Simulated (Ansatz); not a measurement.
Theory: DFT PBE, scalar-relativistic, plane waves, PAW (Ansatz). Settings: cutoff 420 eV, Γ-centred meshes spaced at most about 0.3 Å⁻¹, and about 0.25 Å⁻¹ or finer for metals (2π included), Gaussian smearing. No spin polarisation in the final relaxations.

These are static total energies at zero pressure.

Two forms of Ge₂Te₃O were relaxed alike.

A.

```
CELL_PARAMETERS angstrom
6.01373 0.00000 0.00000
-3.00686 5.20804 0.00000
0.00000 0.00000 5.26192
ATOMIC_POSITIONS crystal
Ge 0.66667 0.33333 0.00000
Ge 0.33333 0.66667 0.00000
Te 0.50000 0.50000 0.50000
Te 0.50000 0.00000 0.50000
Te 0.00000 0.50000 0.50000
O 0.00000 0.00000 0.00000
```

B.

```
CELL_PARAMETERS angstrom
3.59155 0.00000 0.00000
0.00000 3.59155 0.00000
0.00000 0.00000 11.34936
ATOMIC_POSITIONS crystal
Ge 0.00000 0.50000 0.77241
Ge 0.50000 0.00000 0.22759
Te 0.50000 0.50000 0.00000
Te 0.00000 0.50000 0.34939
Te 0.50000 0.00000 0.65061
O 0.00000 0.00000 0.00000
```

Question: Which form is favoured at zero pressure, and by what margin per atom?

Answer: B is lower, by 0.61 eV/atom. A has space group P6/mmm (No. 191), 27.5 Å³/atom and no gap on its mesh; B has space group P-4m2 (No. 115), 24.4 Å³/atom and no gap. Counting Ge or Te atoms around O (for each partner element, those within 1.25 times its shortest distance or 1.15 times the sum of covalent radii, where it is the nearest in units of that sum or under 1.3; the shortest distance is added where it is long for a bond), A has O 6 from 3.5 Å and B has O 4 from 2.5 Å. A holds Te–Te nets (shortest 3.01 Å); in B the shortest Te–Te distance is 3.59 Å. Even the lower one lies +0.10 eV/atom against the reference forms of the elements (uncorrected), a margin that errors in the energy of the gaseous reference can exceed. Both come from invented guesses. A third cell relaxed alike, in P6/mmm, lies 185 meV/atom below the lower of the two.

No dispersion correction is applied, so the spacing and binding between layers, chains or molecules are poorly described (P-4m2), and this can change margins and order among such cells. These runs have no spin–orbit coupling, which can matter for Te. A magnetic state wasn't ruled out in cells without spin, among them P6/mmm. Cells relaxed within their symmetry can be saddle points.
